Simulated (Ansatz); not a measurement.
**Structures of Sr2W: which is lowest?**

Plane-wave DFT in Ansatz with scalar-relativistic PAW potentials, cutoff 420 eV, Γ-centred meshes chosen by cell and gap, Gaussian smearing with energies taken to zero width. Every cell was relaxed (cell and atoms) in a run of its own, within the symmetry of its start. Functional: PBE.

Relaxed structures (starts from databases or built by putting these elements on another compound's sites):
A. P6/mmm, 3 atoms in the computed cell, a = 5.668 Å, c = 2.972 Å; sites (symmetry × multiplicity) Sr -6m2 × 2, W 6/mmm × 1; start: built
B. Pnnm, 6 atoms in the computed cell, a = 8.061 Å, b = 8.151 Å, c = 3.191 Å; sites (symmetry × multiplicity) Sr ..m × 4, W ..2/m × 2; start: built

Rank them by energy. Could pressure change the order?

```csv
structure,group,E − E(lowest) (meV/atom),V (Å³/atom),gap on mesh (eV)
A,P6/mmm,0.0,27.56,0.00
B,Pnnm,104,34.94,0.00
```

A is lowest, 104 meV/atom under B. The lowest is also the densest of these, so pressure wouldn't bring one of the others in at first order. Other structures may lie lower than all of these, and vibrations aren't counted.

Spin-orbit coupling is left out, which matters for the bands of heavy elements.